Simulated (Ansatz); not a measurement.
SiO2: 17O NMR of the central transition

Cell: a COD entry.

Space group P4_2/mnm (No. 136); a = 4.1667, c = 2.6645 Å.

| site | Wyckoff | site symmetry | x | y | z |
| --- | --- | --- | --- | --- | --- |
| Si | 2a | m.mm | 0.0000 | 0.0000 | 0.0000 |
| O | 4f | m.2m | 0.3061 | 0.3061 | 0.0000 |

One atom of each set is listed.

All values are calculated (Ansatz; DFT, PBE, plane waves and PAW, scalar-relativistic, 420 eV cutoff, Γ-centred 7×7×11 k-points, Fermi–Dirac smearing 0.02 eV), not measured.

17O has I = 5/2 and Q = -25.58 mb (Pyykkö 2018); at 16.4 T its Larmor frequency is ν₀ = 94.7 MHz. Only the quadrupole interaction is simulated: positions count from each site's isotropic chemical shift, and J coupling is left out, as are shift anisotropy and dipolar coupling, which fast spinning averages.

Question: What does the 17O spectrum (fast magic-angle spinning) show for each site?

Answer: 

| site | first shell | C_Q (MHz) | η | P_Q (MHz) | δ_QIS (ppm) | breadth (kHz) |
| --- | --- | --- | --- | --- | --- | --- |
| O | 3 Si at 1.76–1.80 Å | 6.82 | 0.15 | 6.84 | -31.3 | 6.63 |

δ_QIS = −(ν_Q²/30ν₀²)[I(I+1) − 3/4](1 + η²/3) × 10⁶ ppm with ν_Q = 3|C_Q|/[2I(2I−1)]; it falls as 1/B₀² in ppm, and the breadth as 1/B₀ in kHz.

At O V_zz stands upright on the plane through its three neighbours (within 1°).

At this cell the PBE pressure is 13 GPa, so with PBE the cell would grow if it were relaxed. The entry's cell may itself be off.

The run took 3.2 s of wall time (3.1 s of CPU time) and 0.4 GiB at its peak, on 1 thread of Intel Xeon 6975P-C (Granite Rapids) (x86_64; 16 cores open to the job, memory cap 3.0 GiB, no GPU), a shared host with a load of 0.4 a core.
